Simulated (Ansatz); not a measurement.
The cell of LiZnGaC6N6 is invented: cyanide-bridged rock-salt net of two metals, 1 guest cations a cell (F-43m, No. 216). Lengths were set from tabulated atomic sizes, so they are only a guess.

```cif
data_structure
_symmetry_space_group_name_H-M 'F-43m'
_symmetry_Int_Tables_number 216
_cell_length_a 10.1440
_cell_length_b 10.1440
_cell_length_c 10.1440
_cell_angle_alpha 90.000
_cell_angle_beta 90.000
_cell_angle_gamma 90.000
_cell_volume 1043.83
loop_
_atom_site_label
_atom_site_type_symbol
_atom_site_symmetry_multiplicity
_atom_site_Wyckoff_symbol
_atom_site_fract_x
_atom_site_fract_y
_atom_site_fract_z
_atom_site_occupancy
Li1 Li 4 c 0.25000 0.25000 0.25000 1
Zn1 Zn 4 a 0.00000 0.00000 0.00000 1
Ga1 Ga 4 b 0.50000 0.00000 0.00000 1
C1 C 24 f 0.18898 0.00000 0.00000 1
N1 N 24 f 0.30432 0.00000 0.00000 1
```

Theory: DFT PBE, scalar-relativistic, plane waves, PAW (Ansatz 0.2.0). Cutoff 420 eV, Gaussian smearing, Γ-centred meshes. Cell and atoms relax first on a coarse mesh and then on a converged one. In between, the cell is made exact in the group found at 0.06 Å. The steps can't lower the symmetry of their start. No spin polarisation.

A guess keeps its type if space group and coordination stay and the shape of the cell changes little (axis ratios within about 15 %, angles within 6°); the volume may change.

Task: Does it keep its structure type, or change into something else?

Result: It keeps its type. The symmetry stays F-43m (No. 216). The volume per atom grows by 22.5 %, from 17.4 to 21.3 Å³. The shortest distance stays 1.17 Å (C–N). Counting neighbours within 15 % of an atom's shortest distance, the start has C 1, Ga 6, Li 24, N 1, Zn 6 and the end C 1, Ga 6, Li 24, N 1, Zn 6.

The last run used a 4×4×4 mesh for its 15-atom cell and Gaussian smearing of 0.02 eV. A structure relaxed within its symmetry needn't be a true minimum.
